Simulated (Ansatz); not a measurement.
# NiI2 (R-3m): electronic heat capacity from the density of states

Computed with DFT PBEsol, scalar-relativistic, plane waves, PAW in Ansatz.

Cutoff 420 eV; k points 12×12×12 on the computed 3-atom cell (Γ-centred); Gaussian smearing, width 0.10 eV; collinear spin from starting moments 1.31 0.25 0.25 μB.

Relaxed cell: R-3m, a = 3.866 Å, b = 3.866 Å, c = 19.808 Å, α = 90.00°, β = 90.00°, γ = 120.00°, 3 atoms in the primitive cell. Whether it is the stable form of this composition wasn't checked.

The density of states at the Fermi level is 0.664 states/eV in the cell of 3 atoms (1 formula unit; both spins, tetrahedra on a 18×18×18 mesh). The run ends with a moment of 1.94 μB a cell (largest on a site 1.19 μB), and the figure is for this state; a paramagnetic sample can have a quite different one. Another magnetic order, if the compound takes it, can change N(E_F) and the shape of the cell a good deal, and may open a gap, where γ is close to zero.

Question: What Sommerfeld coefficient does this give?

Answer: Per formula unit N(E_F) = 0.664 states/eV. γ = (π²/3) k_B² N(E_F) N_A = 2.357 mJ/(mol K²) per state/eV, so γ = 1.6 mJ/(mol K²), a mole of formula units. This is the bare band result: a measured γ of the same phase and magnetic order is as a rule larger by a factor 1 + λ from phonons and spin fluctuations. N(E_F) at one energy is sensitive to the mesh where the density of states has sharp peaks.

Spin-orbit coupling is left out, which matters for the bands of heavy elements. The cell holds one magnetic atom, so it can only be ferromagnetic; an antiferromagnetic order may lie lower. The cell holds layers, and where no dispersion correction was added their binding is poorly described.

Only this magnetic start was tried.

Cost: 1 run of about 2.5 core-minutes, on Intel Xeon 6975P-C (Granite Rapids) (shared hosts).